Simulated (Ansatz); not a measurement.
VSi (NiAs type, space group No. 194) at seven volumes, DFT-PBE in the program Ansatz with PAW potentials, shape and atoms relaxed at each. One row is withheld.

```json
[
 {"V (Å³/atom)": "12.059", "P (GPa)": "19.02"},
 {"V (Å³/atom)": "12.457", "P (GPa)": "11.67"},
 {"V (Å³/atom)": "12.854", "P (GPa)": "5.39"},
 {"V (Å³/atom)": "13.252", "P (GPa)": "0.00"},
 {"V (Å³/atom)": "13.649", "P (GPa)": "-4.60"},
 {"V (Å³/atom)": "14.047", "P (GPa)": "?"},
 {"V (Å³/atom)": "14.444", "P (GPa)": "-11.84"}
]
```

### Question
Fit the shown pressures and predict the withheld one.

### Answer
P = (3/2)B₀(x^(7/2) − x^(5/2))[1 + (3/4)(B′ − 4)(x − 1)] with x = (V₀/V)^(2/3). Least squares on the six rows gives V₀ = 13.252 Å³/atom, B₀ = 165 GPa, B′ = 4.23. At V = 14.047, x = 0.9619 and P = -8.50 GPa. The run itself gave -8.53 GPa.

Space group P6_3/mmc (NiAs type). The cell is a constructed one: a structure type filled with these elements; neither database checked (COD, Materials Project) lists it. Its standing as an ambient phase is unchecked. Symmetry was held in the PBE relaxation; whether a distortion lowers the energy is not shown. The workflow began spin-polarised and lost its moments.

Potentials: the later of the program's two PAW sets.
